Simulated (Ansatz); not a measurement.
# Notes on AgGeI6

```xyz
8
Lattice="7.2388 0.0000 0.0000 -3.5179 6.4044 0.0000 0.0957 -3.8194 6.8394" Properties=species:S:1:pos:R:3 pbc="T T T"
I    -1.1173    2.6537    5.0386
I     4.9339   -0.0687    1.8008
I     2.6898    0.0551    4.9463
I     1.1268    2.5299    1.8931
I     5.8906   -2.0211    5.0447
I    -2.0740    4.6061    1.7947
Ag    0.0000    0.0000    0.0000
Ge    3.6673   -1.9097    3.4197
```

The numbers come from plane-wave PAW DFT (Ansatz): r2SCAN, no spin polarisation, 500 eV, 3×3×3 (shifted by 0, 0, 0.5 steps) k points, fermi-dirac occupations (width 0.1007 eV). Nothing was relaxed.

- Stress: The pressure is 0.0 GPa (compression positive), so with the atoms held at these fractions the cell is close to zero pressure. The principal stresses -0.7, 0.0, 0.7 GPa differ, so its shape would change too.
- Contacts: I–Ge at 2.67 Å: least valence density 0.43 e/Å³ and ELF 0.65 there. I–Ag at 2.92 Å: least valence density 0.26 e/Å³ and ELF 0.24 there. Both are smooth PAW fields, read partly inside the augmentation spheres.
- Charges: Bader charges in e: Ag +0.44, Ge +0.94, I -0.23. In the mean Ge gives up most and I takes most.
- Formation energy: -0.03 eV an atom against the elements' usual phases (free molecules for gases, crystals otherwise, with no correction for O₂ or N₂), too near zero to call. Relaxing would lower it.
- Electronic structure: It is a metal, with about 7.3 states/eV a cell as the mean within 0.25 eV of the Fermi level, mostly I p (93 %).
- Forces: The largest is on I3 (and as large on other atoms): 0.50 eV/Å, components (-0.09, 0.42, 0.26). It makes 167° with the line to a nearest neighbour, Ge8 at 2.67 Å, pointing away from it.

Origin: a known structure type with other elements, at an estimated volume, so it need not be a known compound. Caveats: odd electron count without spin polarisation, so a magnetic state may lie lower; the k mesh is coarse if the cell is a metal.
